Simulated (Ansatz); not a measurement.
Ag2S:
```cif
data_Ag4S2
_chemical_formula_sum 'Ag4 S2'
_space_group_name_H-M_alt 'P 1'
_space_group_IT_number 1
_cell_length_a 4.10224
_cell_length_b 4.10224
_cell_length_c 6.97644
_cell_angle_alpha 90.000
_cell_angle_beta 90.000
_cell_angle_gamma 111.056
loop_
_space_group_symop_operation_xyz
  'x, y, z'
loop_
_atom_site_label
_atom_site_type_symbol
_atom_site_fract_x
_atom_site_fract_y
_atom_site_fract_z
_atom_site_occupancy
Ag1 Ag 0.50000 0.50000 0.50000 1
Ag2 Ag 0.50000 0.50000 0.00000 1
Ag3 Ag 0.87686 0.12314 0.25000 1
Ag4 Ag 0.12314 0.87686 0.75000 1
S1 S 0.73917 0.26083 0.75000 1
S2 S 0.26083 0.73917 0.25000 1
```

Relaxed with LDA.

Problem. Give the optical modes at the zone centre with their infrared activity from DFPT, the program Ansatz at the LDA level (PAW).

Solution. Transverse frequencies, without the LO–TO term; a row sums one degenerate level.

| ω (cm⁻¹) | degeneracy | IR ((D/Å)²/amu) | activity | symmetry |
|---|---|---|---|---|
| 39 | 1 | 0.72 | IR | B1u |
| 40 | 1 | 0.00 | IR-inactive | B3g |
| 40 | 1 | 0.03 | IR | B1u |
| 44 | 1 | 0.00 | IR-inactive | B1g |
| 45 | 1 | 0.00 | IR-inactive | Au |
| 54 | 1 | 0.07 | IR | B2u |
| 59 | 1 | 0.82 | IR | B3u |
| 61 | 1 | 0.00 | IR-inactive | Ag |
| 115 | 1 | 1.03 | IR | B2u |
| 246 | 1 | 0.00 | IR-inactive | Ag |
| 262 | 1 | 6.74 | IR | B3u |
| 264 | 1 | 0.00 | IR-inactive | B3g |
| 269 | 1 | 0.00 | IR-inactive | B1g |
| 291 | 1 | 3.79 | IR | B1u |
| 298 | 1 | 4.41 | IR | B2u |

Problem. How high does the top mode go among those that the LO–TO term moves?

Solution. 280 cm⁻¹ for q along x, 310 cm⁻¹ for q along y, 304 cm⁻¹ for q along z.

Space group Cmcm. The workflow started from a Materials Project entry (that database holds measured and hypothetical structures alike); the Crystallography Open Database copy checked does not list it. COD files the formula under space group No. 4, 14, so this cell is another polymorph or a model. Its standing as an ambient phase is unchecked. The LDA relaxation kept the symmetry of its start; phonons on a q-mesh show no instability. No spin polarisation was allowed.

Potentials: the later of the program's two PAW sets.
